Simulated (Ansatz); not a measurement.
## InO: two-dimensional strain map

All numbers below come from Ansatz, DFT r2SCAN, scalar-relativistic, plane waves, PAW. The runs took a 500 eV cutoff, a Γ-centred 12×12×2 mesh and Gaussian smearing (0.05 eV). No spin polarisation. Energies are free energies at this smearing, counted from the undisturbed cell; pressure is positive in compression.

The starting cell (as given, not relaxed at this level; it stands at -1.7 GPa, and it needn't be the usual structure):

```yaml
crystal:
  lattice:
    - [3.45361, 0.00000, 0.00000]
    - [-1.72681, 2.99092, 0.00000]
    - [0.00000, 0.00000, 15.87710]
  atoms:
    - { symbol: In, position: [0.66667, 0.33333, 0.59002] }
    - { symbol: In, position: [0.66667, 0.33333, 0.40998] }
    - { symbol: O, position: [0.00000, 0.00000, 0.63987] }
    - { symbol: O, position: [0.00000, 0.00000, 0.36013] }
```

The cell holds layers and no dispersion correction was added, so their binding is poorly described.

The cell is strained by p along both x and y and by q along z, fractional coordinates fixed. Points are written (p, q).

p was sampled at -0.080, -0.040, 0.000, 0.040, 0.080 and q at -0.080, -0.040, 0.000, 0.040, 0.080.

Question: Where on the computed points is the energy highest, and how high?

Answer: At (0.080, 0.080): 323.1 meV/atom.

Question: Away from (0, 0), which computed point is lowest?

Answer: (0.000, -0.040): 0.1 meV/atom.

The map, in meV/atom:

| p \ q | -0.080 | -0.040 | 0.000 | 0.040 | 0.080 |
| --- | --- | --- | --- | --- | --- |
| -0.080 | 288.9 | 222.5 | 186.6 | 174.1 | 179.2 |
| -0.040 | 73.8 | 30.9 | 16.5 | 23.6 | 47.0 |
| 0.000 | 27.0 | 0.1 | 0.0 | 19.8 | 54.5 |
| 0.040 | 95.5 | 79.3 | 88.4 | 116.0 | 157.3 |
| 0.080 | 241.4 | 231.9 | 246.4 | 278.4 | 323.1 |

Cost: 25 runs of about 4.6 core-minutes in all, on AMD EPYC 9R45 (Zen 5) (shared hosts).